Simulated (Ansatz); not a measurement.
An Ansatz (a quantum-chemistry and plane-wave program) run. Input:

Ansatz 0.2 input:
```yaml
crystal:
  lattice:
    - [0.0, 2.7256868249, 2.7256868249]
    - [2.7256868249, 0.0, 2.7256868249]
    - [2.7256868249, 2.7256868249, 0.0]
  atoms:
    - { symbol: P, position: [0.75, 0.75, 0.75] }
    - { symbol: Ga, position: [0.0, 0.0, 0.0] }
kpoints:
  mp_grid: { grid: [7, 7, 7] }
hamiltonian:
  xc: hse06
  pseudopotentials: { kind: paw }
scf:
  n_extra_bands: 6
  occupations: { method: fixed }
output:
  eigenvalues: true
  eigenstates:
    e_range: [-9.0, 10.8]
    kpoints:
      - [0.0, 0.0, 0.0]  # VBM
      - [0.0, 0.424479, 0.424479]  # CBM
      - [0.0, 0.0, 0.0]  # GAMMA
      - [0.5, 0.0, 0.5]  # X
      - [0.5, 0.5, 0.5]  # L
      - [0.5, 0.25, 0.75]  # W
      - [0.375, 0.375, 0.75]  # K
      - [0.625, 0.25, 0.625]  # U
```

Output (shortened):

```
Pseudopotential: P, paw, valence charge 5
Pseudopotential: Ga, paw, valence charge 13
Functional definition: HSE06
davidson cushion auto → on  (no smearing: the cushion is to keep the highest requested band from converging to the state above it …
Crystal: 2 atoms, lattice volume = 40.500 Å³
Basis set: ecut = 420 eV, 749 PW (Γ)
Bands: 15, of which v1, the nominal top of the filled ones, is band 9 counted from 1 (8 counted from 0)
Symmetry: 24 space group operations
Space group: F-43m (ITA 216), of the structure as read, at distance tolerance 3.4e-5 Å
k-points: 20 of 343 (time reversal used)
SCF iter   1: F=—  HF=-4539.543104 eV  |F-HF|=—  |Δ(HF+E_count)|=         —  Δρ=1.54e-3  dr2=1.67e-3  ethr=1.77e-3  ⟨swp⟩=8.7  Hψ=1443  notcnv=0
preconditioner: auto → none
iter 2 solved again at ethr=7.89e-7 eV; its pass at ethr=9.26e-6 eV (dr2=1.42e-4 eV) is discarded
SCF iter   2: F=-4539.542906 eV  HF=-4539.542918 eV  |F-HF|=1.13e-5  |Δ(HF+E_count)|=   1.87e-4  Δρ=5.46e-4  dr2=1.42e-4  ethr=7.89e-7  ⟨swp⟩=2.5  Hψ=1647  notcnv=0
SCF 1 stopped early in 2 iterations: F = -4539.542906 eV  dr2 = 1.42e-4
Crystal: 2 atoms, lattice volume = 40.500 Å³
Exchange kernel: α = 0.2500, screened, ω = 0.2079 Å⁻¹, Wigner–Seitz truncation, v(0) = 1046.8879 eV·Å³, q-mesh 7×7×7, nearest image of the exchange supercell L …
Frozen-core exchange: fock
SCF iter   1: F=—  HF=-4540.614419 eV  |F-HF|=—  |Δ(HF+E_count)|=         —  Δρ=1.29e-2  dr2=2.65e-2  ethr=7.87e-6  ⟨swp⟩=6.5  Hψ=1410  notcnv=0
preconditioner: auto → none
SCF iter   2: F=—  HF=-4540.601236 eV  |F-HF|=—  |Δ(HF+E_count)|=   1.32e-2  Δρ=2.55e-3  dr2=2.40e-3  ethr=7.87e-6  ⟨swp⟩=4.0  Hψ=1165  notcnv=0
SCF iter   3: F=—  HF=-4540.607431 eV  |F-HF|=—  |Δ(HF+E_count)|=   6.19e-3  Δρ=3.14e-3  dr2=1.44e-3  ethr=7.87e-6  ⟨swp⟩=4.0  Hψ=1072  notcnv=0
SCF iter   4: F=—  HF=-4540.607275 eV  |F-HF|=—  |Δ(HF+E_count)|=   1.56e-4  Δρ=1.18e-3  dr2=2.76e-4  ethr=7.50e-6  ⟨swp⟩=2.0  Hψ=680  notcnv=0
SCF iter   5: F=—  HF=-4540.607284 eV  |F-HF|=—  |Δ(HF+E_count)|=   8.98e-6  Δρ=8.33e-5  dr2=1.38e-5  ethr=1.02e-6  ⟨swp⟩=2.5  Hψ=692  notcnv=0
SCF iter   6: F=—  HF=-4540.607445 eV  |F-HF|=—  |Δ(HF+E_count)|=   1.61e-4  Δρ=1.45e-4  dr2=3.97e-6  ethr=2.54e-8  ⟨swp⟩=4.1  Hψ=1152  notcnv=0
SCF iter   7: F=-4540.607440 eV  HF=-4540.607440 eV  |F-HF|=1.19e-8  |Δ(HF+E_count)|=   5.40e-6  Δρ=1.65e-5  dr2=1.27e-7  ethr=2.17e-8  ⟨swp⟩=4.0  Hψ=975  notcnv=0
SCF 2 stopped early in 7 iterations: F = -4540.607440 eV  dr2 = 1.27e-7
hybrid outer 1: dexx = +7.609e-3 eV, tail = 2.14e-5 eV
Crystal: 2 atoms, lattice volume = 40.500 Å³
Exchange kernel: α = 0.2500, screened, ω = 0.2079 Å⁻¹, Wigner–Seitz truncation, v(0) = 1046.8879 eV·Å³, q-mesh 7×7×7, nearest image of the exchange supercell L …
Frozen-core exchange: fock
SCF iter   1: F=—  HF=-4540.607311 eV  |F-HF|=—  |Δ(HF+E_count)|=         —  Δρ=5.10e-5  dr2=1.54e-6  ethr=5.94e-7  ⟨swp⟩=3.0  Hψ=723  notcnv=0
preconditioner: auto → none
iter 2 solved again at ethr=1.29e-10 eV; its pass at ethr=8.20e-9 eV (dr2=2.32e-8 eV) is discarded
SCF iter   2: F=—  HF=-4540.607311 eV  |F-HF|=—  |Δ(HF+E_count)|=   7.69e-8  Δρ=1.45e-5  dr2=1.02e-7  ethr=1.29e-10  ⟨swp⟩=2.8  Hψ=1732  notcnv=0
SCF iter   3: F=-4540.607312 eV  HF=-4540.607312 eV  |F-HF|=2.51e-8  |Δ(HF+E_count)|=   5.02e-7  Δρ=1.12e-5  dr2=5.35e-8  ethr=1.29e-10  ⟨swp⟩=4.2  Hψ=1077  notcnv=0
SCF 3 converged in 3 iterations: F = -4540.607312 eV  dr2 = 5.35e-8
hybrid outer 2: dexx = +5.474e-7 eV, tail = 1.29e-7 eV, Δε = 2.57e-3 eV (about 2.28e-4 eV left of the loop's levels)
NSCF: frozen V_eff on 8 k-points
hybrid SCF converged: 2 outer / 10 inner (+2 warm-up), last move |dexx| = 5.47e-7 eV, tail = 1.29e-7 eV
Stability not checked (fock_operator)
Free energy (F): -4540.607312 eV
Frozen-core exchange: fock
Harris-Foulkes:  -4540.607312 eV  (|F-HF|=2.51e-8)
Internal energy: -4540.607312 eV  (E = F + TS)
E sigma→0 (E₀):  -4540.607312 eV
Fermi energy:    6.645514 eV
--- Per-component energies (eV) ---
  E_band       = -95.735818
  E_kinetic    = 185.312223
  E_local      = -2204.257623  (includes V_loc(G=0)·N_el)
  E_nonlocal   = 459.956322
  E_hartree    = 1022.673929
  E_xc         = -105.660073
  E_vxc        = -95.845229  (∫ρ·V_xc dr)
  E_exx        = -56.274933  (= α·E_x^exact, valence–valence)
  E_paw        = -2529.959068  (= ΣΔE_a)
  E_vpaw       = -373.699096  (= ΣTr[D̂ρ^β])
  E_aug_tail   = -0.000106  (compensation charges beyond the density's cutoff)
  E_ewald      = -1312.434576
  E_core_change = 0.036594  (= ΣΔE_core)
  E_smearing   =  0.000000  (= −TS)
  E_closure    = 0.000000  (closes the sum)
  Σ components = -4540.607312   (vs F -4540.607312, Δ=0.00e0)
  [band-id]    e_kinetic+e_local+e_nonlocal+2·e_hartree+e_vxc+2·e_exx+e_vpaw+e_augmentation_tail = -95.735518   (vs E_band -95.735818, Δ=3.00e-4)
--- Band table (eV; the first three rows and the last of 20) ---
  k-point 0: bands = ["-10.4621", "-10.4621", "-10.4621", "-10.3609", "-10.3609", "-7.1328", "6.6455", "6.6455", "6.6455", "9.4365", "11.4127", "11.4127", "11.4127", "16.4983", "17.4906"]
  k-point 1: bands = ["-10.4731", "-10.4567", "-10.4567", "-10.3610", "-10.3610", "-6.8513", "4.6128", "6.3404", "6.3404", "10.0189", "11.8777", "11.8777", "12.2571", "16.7115", "16.7115"]
  k-point 2: bands = ["-10.4970", "-10.4460", "-10.4460", "-10.3595", "-10.3595", "-6.0650", "1.8097", "5.8112", "5.8112", "9.5478", "12.3748", "12.3748", "14.6495", "16.8627", "16.8627"]
  k-point 19: bands = ["-10.5337", "-10.4267", "-10.4089", "-10.3747", "-10.3534", "-3.9535", "-0.3721", "2.4257", "3.6210", "11.0010", "12.9686", "14.0255", "14.7081", "18.0827", "19.3853"]
```

Cost: about 110 core-seconds (a rough figure) on shared cores.

The points marked VBM and CBM come from a semilocal run.

The r²SCAN relaxation kept the symmetry of its start; phonons on a q-mesh show no instability. Spin–orbit coupling is left out wherever it is not named.

Potentials: the later of the program's two PAW sets.

Ansatz is a plane-wave DFT program.
